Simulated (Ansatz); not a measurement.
Starting cell, PbTe (rock salt):

```
PbTe
1.0
    0.00000     6.56902     6.56902
    3.28451     0.00000     3.28451
    3.28451     3.28451     0.00000
Te Pb
2 2
Direct
  0.00000   0.00000   0.00000
  0.50000   0.00000   0.00000
  0.25000   0.50000   0.50000
  0.75000   0.50000   0.50000
```

In this cell atom 3 (Pb, nearest neighbour Te at 3.285 Å; its periodic images, 4.6 Å or more away, move with it) is moved by s towards the nearest neighbour, unit vector (-1.000, 0.000, 0.000); all other atoms and the cell stay fixed.

Computed with PBE (plane waves to 420 eV, PAW, scalar-relativistic; Ansatz, an electronic-structure program). k mesh 7×7×7 (Γ-centred), Fermi-Dirac smearing 0.05 eV. Energies are smeared free energies. PbTe was relaxed with its symmetry unable to fall. Spin-orbit coupling is left out, though Pb and Te are heavy. The zero of ΔE is the undisplaced structure.

| s (Å) | ΔE (meV/cell) |
|---|---|
| -0.990 | withheld |
| -0.792 | 1323 |
| -0.594 | 543 |
| -0.396 | 181 |
| -0.198 | 36 |
| 0.000 | 0 |
| 0.198 | 36 |
| 0.396 | 181 |
| 0.594 | 543 |
| 0.792 | 1323 |
| 0.990 | withheld |

Problem. Fit an even polynomial form (powers 2, 4) to the given rows and predict ΔE at s = -0.990.

Solution. Least squares on the 9 given rows: ΔE = (818.3)·s² + (2057)·s⁴, in meV/cell with s in Å; root-mean-square residual 1.4 meV/cell. At -0.990 the fit gives 2778 meV/cell; the calculation gives 2901 meV/cell, so the extrapolation is off by -123 (-4.2 %). The quadratic term alone would give 802 meV/cell.

(For displaced atoms, the force is minus the slope of the energy, and its curvature is a force constant, which sets phonon frequencies.)
